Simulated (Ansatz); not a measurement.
Input, command and steps of an Ansatz relaxation.

```yaml
crystal:
  lattice:
    - [4.0117303444, 0.0, 0.0]
    - [0.0, 6.2500264467, 0.0]
    - [-0.5917121456, 0.0, 4.5940038108]
  atoms:
    - { symbol: Li, position: [0.3244077058, 0.75, 0.7980358395] }
    - { symbol: Li, position: [0.6755922942, 0.25, 0.2019641605] }
    - { symbol: P, position: [0.327967657, 0.0, 0.655935314] }
    - { symbol: P, position: [0.327967657, 0.5, 0.655935314] }
    - { symbol: P, position: [0.672032343, 0.0, 0.344064686] }
    - { symbol: P, position: [0.672032343, 0.5, 0.344064686] }
basis:
  ecutwfc: 420
kpoints:
  mp_grid: { grid: [4, 4, 4] }
hamiltonian:
  xc: pbe
scf:
  occupations: { method: gaussian, width: 0.1 }
  lower_state_search: "off"
output:
  forces: true
  stress: true
  eigenvalues: true
relax:
  adjacent_minimum: "off"
  f_tol: 0.04
  max_steps: 70
  cell: { stress_tol: 0.4 }
```

```bash
ansatz run input.yaml --threads 1 --pin off --max-ram 2560MiB --backend cpu --events-out ev --progress --plain --runs-dir out
```

Level of theory: DFT PBE, scalar-relativistic, plane waves, PAW (Ansatz 0.2.0).

Of 15 frames 10 are shown, positions in Å and forces in eV/Å; the SCF threshold varies from step to step. Steps run on the plane waves of an earlier cell, with a Pulay correction in the pressure. The basis is chosen afresh for the last frame, the zero of the energies, and at times for earlier ones too; energy and pressure step there, also at an unchanged geometry. Here that happened at step 13 (-5 meV/atom, 0.3 GPa); the frames before carry an error of that size.

```xyz
6
Lattice="4.0117 0.0000 0.0000 0.0000 6.2500 0.0000 -0.5917 0.0000 4.5940" Properties=species:S:1:pos:R:3:forces:R:3 pbc="T T T" step=1 free_energy_over_end_meV_per_atom=1912.68 pressure_GPa=22.52
Li    0.8292    4.6875    3.6662   -0.6001    0.0000    7.0638
Li    2.5908    1.5625    0.9278    0.6001    0.0000   -7.0638
P     0.9276    0.0000    3.0134    0.6042    8.2853   -4.7693
P     0.9276    3.1250    3.0134    0.6042   -8.2853   -4.7693
P     2.4924    0.0000    1.5806   -0.6042   -8.2853    4.7693
P     2.4924    3.1250    1.5806   -0.6042    8.2853    4.7693
6
Lattice="3.7439 0.0000 -0.0362 0.0000 6.4995 0.0000 -0.5937 0.0000 4.3381" Properties=species:S:1:pos:R:3:forces:R:3 pbc="T T T" step=3 free_energy_over_end_meV_per_atom=547.77 pressure_GPa=11.53
Li    1.0570    4.8746    3.6104    1.2394    0.0000    2.4406
Li    2.0933    1.6249    0.6914   -1.2394    0.0000   -2.4406
P     0.6969    0.1553    2.6936   -0.8428    2.5386   -0.3520
P     0.6969    3.0944    2.6936   -0.8428   -2.5386   -0.3520
P     2.4534   -0.1553    1.6082    0.8428   -2.5386    0.3520
P     2.4534    3.4051    1.6082    0.8428    2.5386    0.3520
6
Lattice="3.6973 0.0000 -0.0042 0.0000 6.6047 0.0000 -0.5502 0.0000 4.3047" Properties=species:S:1:pos:R:3:forces:R:3 pbc="T T T" step=4 free_energy_over_end_meV_per_atom=310.34 pressure_GPa=7.58
Li    1.2419    4.9536    3.6720    0.8263    0.0000    1.1626
Li    1.9053    1.6512    0.6285   -0.8263    0.0000   -1.1626
P     0.6427    0.2280    2.6496   -0.0346    1.1906    0.6179
P     0.6427    3.0743    2.6496   -0.0346   -1.1906    0.6179
P     2.5045   -0.2280    1.6509    0.0346   -1.1906   -0.6179
P     2.5045    3.5304    1.6509    0.0346    1.1906   -0.6179
6
Lattice="3.5855 0.0000 0.1783 0.0000 7.1194 0.0000 -0.3247 0.0000 4.1829" Properties=species:S:1:pos:R:3:forces:R:3 pbc="T T T" step=6 free_energy_over_end_meV_per_atom=111.39 pressure_GPa=1.44
Li    1.7180    5.3396    3.8011    0.2601    0.0000   -0.0162
Li    1.5428    1.7799    0.5601   -0.2601    0.0000    0.0162
P     0.7269    0.2658    2.7051   -0.3444   -0.0442    0.3072
P     0.7269    3.2940    2.7051   -0.3444    0.0442    0.3072
P     2.5339   -0.2658    1.6561    0.3444    0.0442   -0.3072
P     2.5339    3.8255    1.6561    0.3444   -0.0442   -0.3072
6
Lattice="3.5227 0.0000 0.1782 0.0000 7.3992 0.0000 -0.3155 0.0000 4.1390" Properties=species:S:1:pos:R:3:forces:R:3 pbc="T T T" step=7 free_energy_over_end_meV_per_atom=74.46 pressure_GPa=0.41
Li    1.8600    5.5494    3.7299    0.1924    0.0000   -0.0435
Li    1.3471    1.8498    0.5873   -0.1924    0.0000    0.0435
P     0.7091    0.2524    2.7132   -0.3183   -0.0482    0.5111
P     0.7091    3.4472    2.7132   -0.3183    0.0482    0.5111
P     2.4981   -0.2524    1.6040    0.3183    0.0482   -0.5111
P     2.4981    3.9520    1.6040    0.3183   -0.0482   -0.5111
6
Lattice="3.3248 0.0000 0.1967 0.0000 7.7444 0.0000 -0.2651 0.0000 4.1060" Properties=species:S:1:pos:R:3:forces:R:3 pbc="T T T" step=9 free_energy_over_end_meV_per_atom=17.20 pressure_GPa=-0.07
Li    2.0823    5.8083    3.6568    0.1076    0.0000   -0.0740
Li    0.9774    1.9361    0.6459   -0.1076    0.0000    0.0740
P     0.6487    0.2126    2.7777    0.1811   -0.1889   -0.0699
P     0.6487    3.6596    2.7777    0.1811    0.1889   -0.0699
P     2.4110   -0.2126    1.5251   -0.1811    0.1889    0.0699
P     2.4110    4.0848    1.5251   -0.1811   -0.1889    0.0699
6
Lattice="3.3858 0.0000 0.2358 0.0000 7.6088 0.0000 -0.2294 0.0000 4.0108" Properties=species:S:1:pos:R:3:forces:R:3 pbc="T T T" step=10 free_energy_over_end_meV_per_atom=7.99 pressure_GPa=0.24
Li    2.3138    5.7066    3.5636    0.0189    0.0000   -0.0034
Li    0.8426    1.9022    0.6830   -0.0189    0.0000    0.0034
P     0.6853    0.1150    2.7489   -0.0145    0.1080    0.0854
P     0.6853    3.6894    2.7489   -0.0145   -0.1080    0.0854
P     2.4711   -0.1150    1.4977    0.0145   -0.1080   -0.0854
P     2.4711    3.9194    1.4977    0.0145    0.1080   -0.0854
6
Lattice="3.3741 0.0000 0.2164 0.0000 7.6798 0.0000 -0.2499 0.0000 3.9862" Properties=species:S:1:pos:R:3:forces:R:3 pbc="T T T" step=12 free_energy_over_end_meV_per_atom=5.98 pressure_GPa=0.11
Li    2.3074    5.7599    3.5134    0.0090    0.0000   -0.0054
Li    0.8168    1.9200    0.6892   -0.0090    0.0000    0.0054
P     0.6733    0.1458    2.7344    0.0232   -0.0130   -0.0288
P     0.6733    3.6941    2.7344    0.0232    0.0130   -0.0288
P     2.4509   -0.1458    1.4682   -0.0232    0.0130    0.0288
P     2.4509    3.9857    1.4682   -0.0232   -0.0130    0.0288
6
Lattice="3.3741 0.0000 0.2164 0.0000 7.6798 0.0000 -0.2499 0.0000 3.9862" Properties=species:S:1:pos:R:3:forces:R:3 pbc="T T T" step=13 free_energy_over_end_meV_per_atom=0.95 pressure_GPa=0.44
Li    2.3074    5.7599    3.5134    0.0091    0.0000   -0.0059
Li    0.8168    1.9200    0.6892   -0.0091    0.0000    0.0059
P     0.6733    0.1458    2.7344    0.0229   -0.0130   -0.0272
P     0.6733    3.6941    2.7344    0.0229    0.0130   -0.0272
P     2.4509   -0.1458    1.4682   -0.0229    0.0130    0.0272
P     2.4509    3.9857    1.4682   -0.0229   -0.0130    0.0272
6
Lattice="3.3835 0.0000 0.2155 0.0000 7.7795 0.0000 -0.2523 0.0000 3.9661" Properties=species:S:1:pos:R:3:forces:R:3 pbc="T T T" step=15 free_energy_over_end_meV_per_atom=0.00 pressure_GPa=0.10
Li    2.3238    5.8346    3.4881    0.0015    0.0000    0.0012
Li    0.8075    1.9449    0.6935   -0.0015    0.0000   -0.0012
P     0.6760    0.1417    2.7235    0.0006   -0.0062    0.0054
P     0.6760    3.7480    2.7235    0.0006    0.0062    0.0054
P     2.4553   -0.1417    1.4582   -0.0006    0.0062   -0.0054
P     2.4553    4.0314    1.4582   -0.0006   -0.0062   -0.0054
```

The start is a random arrangement. At the end the space group is Pmmn (tolerance 0.05 Å).

It took 91 s on 1 thread of Arm Neoverse V1, on a shared host, peak memory 0.37 GiB.

The k mesh is coarse.